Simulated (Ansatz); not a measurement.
Relaxed-ion elastic tensor of V (bcc (W type), space group No. 229) in GPa (Voigt order), DFT-LDA in the program Ansatz with PAW potentials; density 6.75 g/cm³, 12.52 Å³ per atom.

|  | 1 | 2 | 3 | 4 | 5 | 6 |
|---|---|---|---|---|---|---|
| 1 | 314 | 158 | 158 | 0.0 | 0.0 | 0.0 |
| 2 | 158 | 314 | 158 | 0.0 | 0.0 | 0.0 |
| 3 | 158 | 158 | 314 | 0.0 | 0.0 | 0.0 |
| 4 | 0.0 | 0.0 | 0.0 | 11.4 | 0.0 | 0.0 |
| 5 | 0.0 | 0.0 | 0.0 | 0.0 | 11.4 | 0.0 |
| 6 | 0.0 | 0.0 | 0.0 | 0.0 | 0.0 | 11.4 |

Q: Is the crystal mechanically stable?

A: Yes: the smallest eigenvalue of C is 11.4 GPa.

Q: Work out the Voigt, Reuss and Hill averages.

A: K_V = 210, K_R = 210, K_H = 210; G_V = 37.9, G_R = 17.3, G_H = 27.6 GPa.

Q: Give Young's modulus, Poisson's ratio, Pugh's ratio and the universal anisotropy index.

A: E = 9KG/(3K + G) = 79.4 GPa; ν = 0.44; K/G = 7.60 (ductile by the Pugh limit of 1.75); A_U = 5G_V/G_R + K_V/K_R − 6 = 5.97.

Q: Estimate the sound speeds and the Debye temperature.

A: v_l = √((K + 4G/3)/ρ) = 6050 m/s, v_t = √(G/ρ) = 2020 m/s, mean 2300 m/s; Θ = (h/k)(3n/4πV)^(1/3) v_m = 295 K.

Q: Give the Zener ratio and Young's modulus along [100], [110] and [111].

A: A = 2C44/(C11 − C12) = 0.15; 1/E = S11 − 2(S11 − S12 − S44/2)Γ with Γ = 0, 1/4, 1/3 gives 208, 42.5, 33.6 GPa.

Q: Solve the Christoffel equation for the three sound speeds along [100], [110], [111].

A: Eigenvalues of C_ijkl n_j n_l equal ρv². In km/s, slowest first: [100] 1.30, 1.30, 6.81; [110] 1.30, 3.39, 6.05; [111] 2.87, 2.87, 5.77.

Space group Im-3m (bcc (W type)). The LDA relaxation kept the symmetry of its start. The workflow began spin-polarised and lost its moments. As this level gives no gap, shear constants depend on the k-mesh and smearing (Fermi–Dirac, 0.1 eV here). On the denser mesh and wider smearing of the elastic run this cell carries a stress of 0.4 GPa.

Potentials: the earlier of the program's two PAW sets.
